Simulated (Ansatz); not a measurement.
Al2Au:
```yaml
crystal:
  lattice:
    - [0.00000, 3.03047, 3.03047]
    - [3.03047, 0.00000, 3.03047]
    - [3.03047, 3.03047, 0.00000]
  atoms:
    - { symbol: Al, position: [0.25000, 0.25000, 0.25000] }
    - { symbol: Al, position: [0.75000, 0.75000, 0.75000] }
    - { symbol: Au, position: [0.00000, 0.00000, 0.00000] }
```

Relaxed with PBE.

### Question
Which orbitals make up the states near the Fermi level in the program Ansatz at the PBE level (PAW)?

### Answer
Within 0.5 eV of the Fermi level: Al 3p 73 %, Al 3s 9 %, Au 5d 6 %, outside the projected shells 10 %. Projections are on Löwdin-orthogonalised atomic valence shells; empty p or d shells of many metals are not among them.

### Question
Tabulate the density of states.

### Answer
States/eV per cell of 3 atoms, in 0.25 eV bins, energy from the Fermi level.

```csv
E (eV),total,Au 5d,Al 3p,Al 3s
-7.85,0.88,0.18,0.28,0.25
-7.60,0.82,0.21,0.24,0.23
-7.35,0.83,0.31,0.20,0.22
-7.10,1.55,1.02,0.14,0.34
-6.85,5.21,3.44,0.60,1.10
-6.60,1.98,1.29,0.35,0.32
-6.35,3.44,2.74,0.49,0.17
-6.10,9.10,7.66,1.25,0.13
-5.85,3.65,3.25,0.30,0.02
-5.60,7.19,6.41,0.47,0.07
-5.35,8.35,7.56,0.37,0.06
-5.10,0.60,0.40,0.09,0.04
-4.85,0.72,0.33,0.18,0.13
-4.60,1.15,0.41,0.37,0.27
-4.35,1.15,0.34,0.41,0.29
-4.10,0.92,0.23,0.36,0.23
-3.85,0.65,0.12,0.28,0.15
-3.60,0.71,0.13,0.32,0.17
-3.35,0.84,0.16,0.39,0.20
-3.10,0.86,0.15,0.41,0.20
-2.85,0.86,0.14,0.43,0.20
-2.60,0.85,0.13,0.45,0.19
-2.35,0.83,0.11,0.46,0.18
-2.10,1.06,0.13,0.67,0.17
-1.85,1.33,0.15,0.92,0.16
-1.60,1.27,0.13,0.89,0.16
-1.35,1.24,0.12,0.87,0.15
-1.10,1.18,0.11,0.84,0.14
-0.85,1.12,0.10,0.80,0.13
-0.60,1.08,0.08,0.78,0.11
-0.35,1.02,0.07,0.74,0.10
-0.10,0.96,0.06,0.71,0.09
0.15,0.91,0.05,0.67,0.07
0.40,0.73,0.04,0.52,0.06
0.65,0.53,0.03,0.35,0.06
0.90,0.42,0.02,0.27,0.05
1.15,0.44,0.04,0.21,0.11
1.40,0.60,0.07,0.20,0.25
1.65,0.77,0.09,0.23,0.36
1.90,0.98,0.10,0.31,0.44
2.15,1.18,0.10,0.41,0.48
2.40,1.45,0.11,0.55,0.53
2.65,2.01,0.12,0.80,0.70
2.90,1.74,0.09,0.72,0.61
3.15,0.96,0.05,0.41,0.25
3.40,0.58,0.02,0.22,0.09
3.65,1.45,0.07,0.61,0.36
3.90,2.39,0.13,1.33,0.43
4.15,2.06,0.11,1.25,0.29
4.40,1.51,0.07,0.93,0.20
4.65,1.74,0.07,1.02,0.20
```

Space group Fm-3m (fluorite or antifluorite type). Symmetry was held in the PBE relaxation. Scalar-relativistic: spin–orbit coupling is off unless named, which matters more the heavier the elements.

Potentials: the later of the program's two PAW sets.
